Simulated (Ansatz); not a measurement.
AlNi in space group Cmcm (No. 63; Al on 4c, Ni on 4c) at seven volumes, DFT-PBEsol in the program Ansatz with PAW potentials, shape and atoms relaxed at each. One row is withheld.

```csv
V (Å³/atom),P (GPa)
11.096,18.29
11.462,11.16
11.827,5.12
12.193,0.00
12.559,-4.34
12.925,-8.01
13.291,?
```

### Question
Fit the shown pressures and predict the withheld one.

### Answer
P = (3/2)B₀(x^(7/2) − x^(5/2))[1 + (3/4)(B′ − 4)(x − 1)] with x = (V₀/V)^(2/3). Least squares on the six rows gives V₀ = 12.193 Å³/atom, B₀ = 157 GPa, B′ = 4.51. At V = 13.291, x = 0.9441 and P = -11.15 GPa. The run itself gave -11.10 GPa.

The start of the workflow was typed in or built on a structure type; neither database checked (COD, Materials Project) lists it. It is not the phase usual at ambient conditions (space group No. 221). The PBEsol relaxation kept the symmetry of its start; whether a distortion lowers the energy is not shown. The workflow began spin-polarised and lost its moments.

Potentials: the later of the program's two PAW sets.
